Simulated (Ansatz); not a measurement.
**Local coordination and C_Q of 69Ga**

The numbers come from a DFT calculation in Ansatz (PBE, plane waves and PAW, scalar-relativistic, 420 eV cutoff). Q = 171.0 mb (Pyykkö 2018), I = 3/2. The cells come from the COD and the Materials Project (computed, not necessarily observed phases), with the atoms relaxed (PBE, cell held). Calculated pressures reach 4 GPa in size in them. Spin–orbit coupling is left out, which moves gradients at and beside heavy atoms (Ba, Re, Ta) by some per cent and at some sites by far more. At most two sites a crystal are listed; metals, magnetic cells and gradients under 0.03 × 10²¹ V/m² (0.12 where the gap is under 1 eV) that symmetry doesn't force to zero are left out, and those under about 0.1 are uncertain even in sign.

```csv
crystal,space group,first shell of Ga,C_Q (MHz),η
Ga4SnS7,Pc,4 S at 2.24–2.34 Å,18.0,0.95
Ca3Ga3N5,P-1,4 N at 1.92–2.04 Å,-20.6,0.90
Ga4SnS7,Pc,4 S at 2.23–2.35 Å,-24.5,0.57
Ca3Ga3N5,P-1,4 N at 1.95–2.04 Å,26.7,0.60
Ba3TaGa3Si2O14,P321,4 O at 1.84–1.88 Å; also 2 O at 3.02 Å,-27.3,0.05
GaReSi,P4/nmm,"8 Ga at 2.65–3.19 Å, 1 Si at 2.66 Å, 5 Re at 2.70–2.87 Å",-12.6,0.00
```

Where η is near 1 the sign of C_Q means little.

In GaReSi small gradients can still move by 0.1 × 10²¹ V/m² or more with the k-mesh.

The crystals are a selection from a larger pool of database entries, not a random sample of it.
